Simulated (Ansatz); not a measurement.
Relaxed-ion elastic tensor of HfC (rock salt, space group No. 225) in GPa (Voigt order), plane-wave PAW LDA (Ansatz code); density 13.24 g/cm³, 11.95 Å³ per atom.

```
570  108  108  0.0  0.0  0.0
108  570  108  0.0  0.0  0.0
108  108  570  0.0  0.0  0.0
0.0  0.0  0.0  179  0.0  0.0
0.0  0.0  0.0  0.0  179  0.0
0.0  0.0  0.0  0.0  0.0  179
```

### Question
Is the crystal mechanically stable?

### Answer
Yes: the smallest eigenvalue of C is 179 GPa.

### Question
Work out the Voigt, Reuss and Hill averages.

### Answer
K_V = 262, K_R = 262, K_H = 262; G_V = 200, G_R = 196, G_H = 198 GPa.

### Question
Give Young's modulus, Poisson's ratio, Pugh's ratio and the universal anisotropy index.

### Answer
E = 9KG/(3K + G) = 474 GPa; ν = 0.20; K/G = 1.32 (brittle by the Pugh limit of 1.75); A_U = 5G_V/G_R + K_V/K_R − 6 = 0.08.

### Question
Estimate the sound speeds and the Debye temperature.

### Answer
v_l = √((K + 4G/3)/ρ) = 6300 m/s, v_t = √(G/ρ) = 3870 m/s, mean 4270 m/s; Θ = (h/k)(3n/4πV)^(1/3) v_m = 556 K.

### Question
Give the Zener ratio and Young's modulus along [100], [110] and [111].

### Answer
A = 2C44/(C11 − C12) = 0.77; 1/E = S11 − 2(S11 − S12 − S44/2)Γ with Γ = 0, 1/4, 1/3 gives 535, 458, 437 GPa.

Space group Fm-3m (rock salt). Symmetry was held in the LDA relaxation; of distortions, only those at the zone centre were tested. The run is not spin-polarised. As this level gives no gap, shear constants depend on the k-mesh and smearing (Fermi–Dirac, 0.1 eV here). Scalar-relativistic: spin–orbit coupling is off unless named, which matters more the heavier the elements.

Potentials: the later of the program's two PAW sets.
